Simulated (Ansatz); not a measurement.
SiC:
```cif
data_C8Si8
_chemical_formula_sum 'Si8 C8'
_space_group_name_H-M_alt 'P 1'
_space_group_IT_number 1
_cell_length_a 3.09550
_cell_length_b 3.09550
_cell_length_c 20.24369
_cell_angle_alpha 90.000
_cell_angle_beta 90.000
_cell_angle_gamma 120.000
loop_
_space_group_symop_operation_xyz
  'x, y, z'
loop_
_atom_site_label
_atom_site_type_symbol
_atom_site_fract_x
_atom_site_fract_y
_atom_site_fract_z
_atom_site_occupancy
Si1 Si 0.33333 0.66667 0.25011 1
Si2 Si 0.66667 0.33333 0.75011 1
C1 C 0.33333 0.66667 0.96892 1
C2 C 0.66667 0.33333 0.46892 1
C3 C 0.00000 0.00000 0.09386 1
C4 C 0.00000 0.00000 0.59386 1
C5 C 0.33333 0.66667 0.34412 1
C6 C 0.66667 0.33333 0.84412 1
C7 C 0.33333 0.66667 0.71873 1
C8 C 0.66667 0.33333 0.21873 1
Si3 Si 0.33333 0.66667 0.62500 1
Si4 Si 0.66667 0.33333 0.12500 1
Si5 Si 0.00000 0.00000 0.00009 1
Si6 Si 0.00000 0.00000 0.50009 1
Si7 Si 0.33333 0.66667 0.87518 1
Si8 Si 0.66667 0.33333 0.37518 1
```

Relaxed with PBE.

Q: Give the optical modes at the zone centre with their infrared and Raman activity from DFPT, DFT-PBE in the program Ansatz with PAW potentials.

A: Transverse frequencies, without the LO–TO term; a row sums one degenerate level.

```csv
ω (cm⁻¹),degeneracy,IR ((D/Å)²/amu),Raman (Å⁴/amu),activity
110,2,0.00,0,silent
113,2,0.00,0.98,Raman
193,2,0.00,0,silent
196,2,0.00,0.24,Raman
209,1,0.00,0,silent
210,1,0.00,0,silent
241,2,0.00,0.079,Raman
244,2,0.00,0.19,Raman
258,2,0.00,0.99,Raman
393,1,0.06,0.70,IR+Raman
397,1,0.01,0.32,Raman
533,1,0.00,0,silent
539,1,0.00,0,silent
597,1,0.07,0.92,IR+Raman
747,2,0.17,0.37,IR+Raman
748,2,0.00,29,Raman
754,2,0.00,0,silent
759,2,0.34,1.3,IR+Raman
762,2,0.53,0.43,IR+Raman
768,1,163.97,180,IR+Raman
771,2,0.00,28,Raman
771,2,0.00,78,Raman
776,2,316.82,78,IR+Raman
813,1,0.25,1.2,IR+Raman
843,1,0.00,0,silent
846,1,0.00,0,silent
891,1,0.12,1.3,IR+Raman
896,1,0.01,5.2,IR+Raman
924,1,0.00,0,silent
930,1,0.00,0,silent
```

Q: How high does the top mode go among those that the LO–TO term moves?

A: 943 cm⁻¹ for q along x, 943 cm⁻¹ for q along y, 938 cm⁻¹ for q along z.

Space group P6_3mc. The workflow started from an entry of the Crystallography Open Database (COD). Its sites differ from those of the usual phase in this space group: another stacking or structure type. The cell was relaxed with PBE under the symmetry of its start; phonons on a q-mesh show no instability.

Potentials: the later of the program's two PAW sets.
